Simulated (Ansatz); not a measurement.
AlMo2N:
```xyz
8
Lattice="2.8309 0.0000 0.0000 -1.4154 2.4516 0.0000 0.0000 0.0000 14.6563" Properties=species:S:1:pos:R:3 pbc="T T T"
Al     0.0000     1.6344    10.9922
Al     1.4154     0.8172     3.6641
Mo     0.0000     1.6344     1.4102
Mo     1.4154     0.8172     8.7383
Mo     1.4154     0.8172    13.2461
Mo     0.0000     1.6344     5.9180
N      0.0000     0.0000     0.0000
N      0.0000     0.0000     7.3281
```

This is the r²SCAN-relaxed structure. Tensor components refer to the Cartesian frame of this cell.

Question: All from r²SCAN in the plane-wave PAW code Ansatz, unless another level is named. Estimate the Debye temperature from the elastic constants.

Answer: 378 K.

Question: And the elastic constants (relaxed ions, GPa)?

Answer: C11 = 307, C12 = 260, C13 = 148, C33 = 461, C44 = 60.9.

Space group P6_3/mmc. The start of the workflow was typed in or built on a structure type; neither database checked (COD, Materials Project) lists it. Whether it is the stable phase at ambient conditions was not checked. The cell was relaxed with r²SCAN under the symmetry of its start; whether a distortion lowers the energy is not shown. The workflow began spin-polarised and lost its moments. As this level gives no gap, shear constants depend on the k-mesh and smearing (Fermi–Dirac, 0.1 eV here). On the denser mesh and wider smearing of the elastic run this cell carries a stress of 0.6 GPa.

Potentials: the earlier of the program's two PAW sets.
